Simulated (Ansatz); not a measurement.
The slice is one period of a {100} plane through atoms; its size isn't given.

Calculation: PBE (plane waves to 420 eV, PAW, scalar-relativistic; Ansatz, a quantum-chemistry and plane-wave program). Inside the PAW spheres the values are not all-electron values, and peaks at nuclei hang on which shells count as valence.

```
|      ::++##%%%%%%%%%%%%%%%%%%##++::    |
|    ::==**##%%%%%%%%%%%%%%%%%%##**==::  |
|::::==++##%%%%%%%%%%%%%%%%%%%%%%##++==::|
|==++**##%%@@@@@@%%%%%%%%%%@@@@@@%%##**++|
|######%%@@@@@@@@@@@@%%@@@@@@@@@@@@%%####|
|%%%%%%%%@@@@@@@@@@@@@@@@@@@@@@@@@@%%%%%%|
|%%%%%%%%@@@@@@@@@@@@@@@@@@@@@@@@@@%%%%%%|
|%%%%%%%%%%@@@@@@@@@@@@@@@@@@@@@@%%%%%%%%|
|%%%%%%%%%%@@@@@@@@@@@@@@@@@@@@@@%%%%%%%%|
|##%%%%%%%%%%@@@@@@@@@@@@@@@@@@%%%%%%%%%%|
|%%%%%%%%%%@@@@@@@@@@@@@@@@@@@@@@%%%%%%%%|
|%%%%%%%%%%@@@@@@@@@@@@@@@@@@@@@@%%%%%%%%|
|%%%%%%%%@@@@@@@@@@@@@@@@@@@@@@@@@@%%%%%%|
|%%%%%%%%@@@@@@@@@@@@@@@@@@@@@@@@@@%%%%%%|
|######%%@@@@@@@@@@@@%%@@@@@@@@@@@@%%####|
|==++**##%%@@@@@@%%%%%%%%%%@@@@@@%%##**++|
|::::==++##%%%%%%%%%%%%%%%%%%%%%%##++==::|
|    ::==**##%%%%%%%%%%%%%%%%%%##**==::  |
|      ::++##%%%%%%%%%%%%%%%%%%##++::    |
|      ::==##%%%%%%%%##%%%%%%%%##==::    |
```
Scale: ten equal steps from -1.21 (start of ' ') to -0.56 (end of '@'), in the order ' .:-=+*#%@'. Values: log₁₀ of the valence density in e/Å³. The map has 20 points along u (two characters each, u = 0 at the left) and 20 along v (v = 0 in the bottom row). The scale is logarithmic, as a density can span decades between atoms and voids.

```
|xxxx =#%%%%%%%#= xxx|
|xxx :*%@%%%%%@%*: xx|
|xx .+%@@%%#%%@@%+. x|
|  :+#@@@%###%@@@#+: |
|-=*%@@@@%###%@@@@%*=|
|##%@@@@%#####%@@@@%#|
|%%@@@@%###*###%@@@@%|
|%%%%%%###***###%%%%%|
|%%%%####*****####%%%|
|%%%####*******####%%|
|%%%%####*****####%%%|
|%%%%%%###***###%%%%%|
|%%@@@@%###*###%@@@@%|
|##%@@@@%#####%@@@@%#|
|-=*%@@@@%###%@@@@%*=|
|  :+#@@@%###%@@@#+: |
|xx .+%@@%%#%%@@%+. x|
|xxx :*%@%%%%%@%*: xx|
|xxxx =#%%%%%%%#= xxx|
|xxxx -#%%%%%%%#- xxx|
```
Scale: ten equal steps from 0.04 (start of ' ') to 0.51 (end of '@'), in the order ' .:-=+*#%@'. Values: electron localisation function (ELF). The map has 20 points along u (one character each, u = 0 at the left) and 20 along v (v = 0 in the bottom row). Points within 0.5 Å of a nucleus are blanked (x), as the pseudised field means little there.

Question: Which relaxed crystal do these maps come from?
A) AlRu (CsCl type)
B) FeCo (CsCl type)
C) AlNi (CsCl type)

Answer: A, AlRu (CsCl type). Atoms on the slice: Al at (0.00, 0.00)

AlNi is run without spin polarisation. AlRu is run without spin polarisation. All were relaxed with their symmetry unable to fall. Relaxed FeCo ends ferromagnetic. Other magnetic orders were not checked, so this need not be the ground state. (This holds for the magnetic or f-shell members.)
